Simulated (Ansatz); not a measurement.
The relaxed structure here is a generated cell of ZnSe: the first start was made by a random draw of sites in a space group, and the end was not matched to a known phase here, so it may be hypothetical. Known forms of ZnSe include space group No. 216.

A relaxed structure of ZnSe. Computed with PBE (plane waves to 420 eV, PAW, scalar-relativistic; Ansatz, a first-principles code).

```xyz
8
Lattice="-4.0113 4.0113 4.8995 4.0113 -4.0113 4.8995 4.0113 4.0113 -4.8995" Properties=species:S:1:pos:R:3 pbc="T T T"
Se     4.0113    -1.6224     4.3275
Se     4.0113     1.6224     4.3275
Se     2.3888     0.0000     0.5719
Se     5.6337     0.0000     0.5719
Zn     0.0000     0.0000     0.0000
Zn     0.0000     4.0113     1.2786
Zn     0.0000     4.0113     3.6209
Zn     4.0113     0.0000     2.4497
```

### Question
Determine the symmetry and give the standard cell with its independent sites.

### Answer
Space group I-4m2 (No. 119); a = b = 8.0225 Å, c = 9.7989 Å, α = β = γ = 90.00°

```csv
atom,site,symmetry,x,y,z
Se,8i,.m.,0.2978,0.0000,0.0584
Zn,2a,-4m2,0.0000,0.0000,0.0000
Zn,4f,2mm.,0.0000,0.5000,0.1305
Zn,2d,-4m2,0.5000,0.0000,0.2500
```

### Question
Give the shortest distances between elements (the closest pairs, up to four, under 3.6 Å).

### Answer
Zn–Zn 2.34 Å; Se–Zn 2.46 Å; Se–Se 3.24 Å.

```json
{
  "volume_per_atom": "39.42 Å³",
  "density": "3.04 g/cm³",
  "band_gap": "no gap on the sampled points, where the bands overlap only slightly; such a result is sensitive to mesh and level"
}
```

No spin polarisation in the result.

The run could not lose the symmetry of its start: the end is stationary, and may be a saddle point rather than a minimum.
